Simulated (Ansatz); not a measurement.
Name crystals whose computed values (plane-wave PAW HSE06 (Ansatz code)) fall in these windows: B₀ by P(V) fit (GPa) 51 to 67; gap (eV) 1.8 to 2.5.



| crystal | B₀ by P(V) fit (GPa) | gap (eV) |
|---|---|---|
| CdS, wurtzite | 59.3 | 2.18 |
| CdS, zinc blende | 59.4 | 2.10 |
Others may fit too.

All cells were relaxed under the symmetry of their starts (and spin orders); stability against distortions was not tested throughout. Scalar-relativistic: spin–orbit coupling is off unless named, which matters more the heavier the elements.

Potentials: the later of the program's two PAW sets.
